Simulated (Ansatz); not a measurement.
Tetragonal HfO2 (relaxed group P4_2/nmc): an Ansatz output whose functional has been blanked. The cell was relaxed beforehand with r2SCAN.

```yaml
crystal:
  lattice:
    - [3.57669, 0.00000, 0.00000]
    - [0.00000, 3.57669, 0.00000]
    - [0.00000, 0.00000, 5.20222]
  atoms:
    - { symbol: Hf, position: [0.00000, 0.00000, 0.00000] }
    - { symbol: Hf, position: [0.50000, 0.50000, 0.50000] }
    - { symbol: O, position: [0.00000, 0.50000, 0.30379] }
    - { symbol: O, position: [0.00000, 0.50000, 0.80379] }
    - { symbol: O, position: [0.50000, 0.00000, 0.69621] }
    - { symbol: O, position: [0.50000, 0.00000, 0.19621] }
```

```
Crystal: 6 atoms, lattice volume = 66.551 Å³
Basis set: ecut = 500 eV, 1707 PW (Γ)
Bands: 43, of which v1, the nominal top of the filled ones, is band 38 counted from 1 (37 counted from 0)
Symmetry: 16 space group operations
Space group: P42/nmc (ITA 137)
k-points: 60 of 384
SCF 1 converged in 7 iterations: F = -33752.580298 eV  dr2 = 4.51e-8
SCF converged after 7 iterations
Free energy (F): -33752.580298 eV
Fermi energy:    14.495771 eV
--- Per-component energies (eV) ---
  E_band       = 16.454441
  E_kinetic    = 1550.267015
  E_local      = -11684.027750
  E_nonlocal   = -2304.666003
  E_hartree    = 5355.413675
  E_xc         = -862.157413
  E_vxc        = -1010.851481
  E_paw        = -14543.147309
  E_vpaw       = 2699.580375
  E_vtau       = 55.326457
  E_ewald      = -11264.781842
  E_core_change = 0.515280
--- Stress (GPa, compression-positive) ---
        0.017575       0.000000       0.000000
        0.000000       0.017575       0.000000
        0.000000       0.000000       0.016559
  P = ⅓ Tr σ = 0.0172 GPa (0.172 kbar)
--- Band table (eV; the first three rows and the last of 60) ---
  k-point 0: bands = […, 13.1593, 13.1593, 13.8240, 14.3566, 14.4257, 14.4257, 19.7604, 19.7845, 21.0032, 21.1824, …]
  k-point 1: bands = […, 13.3680, 13.3680, 13.3943, 13.9415, 14.4432, 14.4432, 19.8636, 19.9082, 21.0011, 21.0696, …]
  k-point 2: bands = […, 12.3699, 12.9517, 13.6790, 13.6790, 14.4783, 14.4783, 20.0881, 20.2920, 20.7793, 20.9693, …]
  k-point 59: bands = […, 12.5971, 12.5971, 13.0510, 13.0510, 14.4725, 14.4725, 20.9573, 20.9573, 21.3218, 21.3218, …]
```

The file bands.tsv (bands near the Fermi energy, numbered from 0, rounded):
```tsv
# k_distance	band_33	band_34	band_35	band_36	band_37	band_38	band_39	band_40	band_41
# fermi_ev = 14.495771
# [0, 0, 0] at k_distance = 0.000000
# [0, 0.5, 0] at k_distance = 0.878351
# [0.5, 0.5, 0] at k_distance = 1.756703
# [0, 0, 0.5] at k_distance = 3.137895
# [0, 0.5, 0.5] at k_distance = 4.016246
# [0.5, 0.5, 0.5] at k_distance = 4.894597
# levels_relative_to = fermi_ev
0.000	-1.336	-0.672	-0.139	-0.070	-0.070	5.265	5.289	6.507	6.687
0.878	-2.151	-1.422	-1.422	-0.149	-0.149	5.634	5.634	6.659	6.659
1.757	-1.059	-0.766	-0.766	-0.504	-0.504	6.301	6.301	6.640	6.640
3.138	-2.708	-0.688	-0.688	0.000	0.000	5.922	5.922	6.231	6.231
4.016	-1.898	-1.405	-1.405	-0.942	-0.942	5.771	5.771	6.163	6.163
4.895	-1.899	-1.445	-1.445	-0.023	-0.023	6.462	6.462	6.826	6.826
```
In order the rows are Γ, X, M, Z, R, A.

Question: Which level of theory was used?
A. LDA
B. r2SCAN
C. PBE
D. DDH-PBE0

Answer: B. r2SCAN. The term E_vtau belongs to a meta-GGA, which reads the kinetic-energy density. There is no exchange loop, so no exact exchange. The stress vanishes on a cell relaxed with r2SCAN. r2SCAN gives an indirect gap of 5.26 eV, from Z to Γ; the least direct gap is 5.33 eV at Γ. Within one family of functionals the choice rests on the size of the gap and stress, not on a line of the log.

Run as `ansatz run input.yaml --threads 2 --pin off --max-ram 29491MiB --backend cpu --events-out ev --progress --plain --runs-dir out`. Wall time 8.9 s on 2 threads of AMD EPYC 7R13 Processor (Zen 3), with other jobs on the host; peak host memory 0.71 GiB.

Values at 0 K without nuclear motion; spin polarisation is off, and the phase may be a hypothetical one.

No spin-orbit coupling is included; it can move band edges with weight on the heavy atoms by tenths of an eV.
